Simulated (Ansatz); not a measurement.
Space group Pccn (No. 56). a = 4.710 Å, b = 8.061 Å, c = 8.587 Å, α = 90.00°, β = 90.00°, γ = 90.00°
```tsv
atom	site	symmetry	x	y	z
Si	8e	1	0.1397	0.0629	0.1594
O	8e	1	0.5962	0.0565	0.7965
O	4c	..2	0.2500	0.2500	0.6401
O	4a	-1	0.0000	0.5000	0.5000
```

Equation of state of this SiO₂ structure (not necessarily the ground state), with shape and atoms relaxed at each volume where symmetry leaves them free. These are results of DFT r2SCAN, scalar-relativistic, plane waves, PAW (Ansatz 0.2.0), not measurements.

Plane waves to 500 eV, a k mesh through Γ of 6×4×4 on the computed 24-atom cell and Gaussian smearing (0.02 eV); no spin polarisation.

```
V (Å³/atom) E − E(largest V) (meV/atom) P (GPa) gap on mesh (eV)
     12.771                        -0.96     6.15              6.52
     13.179                       -12.66     3.17              6.46
     13.586                       -16.66     0.00              6.35
     13.994                       -12.49    -3.29              6.20
     14.402                         0.00    -6.50              6.03
```

Question: Fit a third-order Birch–Murnaghan equation to E(V).

Answer: V0 = 13.58 Å³/atom, B0 = 107 GPa, B0' = -2.2. B0' is unusual or poorly fixed by this range.

The gaps are read on the mesh, which can miss the band edges, so they can be too wide.

This form isn't the usual stable structure of the compound.

Cost: 5 runs of about 94 core-minutes in all, on Intel Xeon Processor @ 2.70GHz (shared hosts).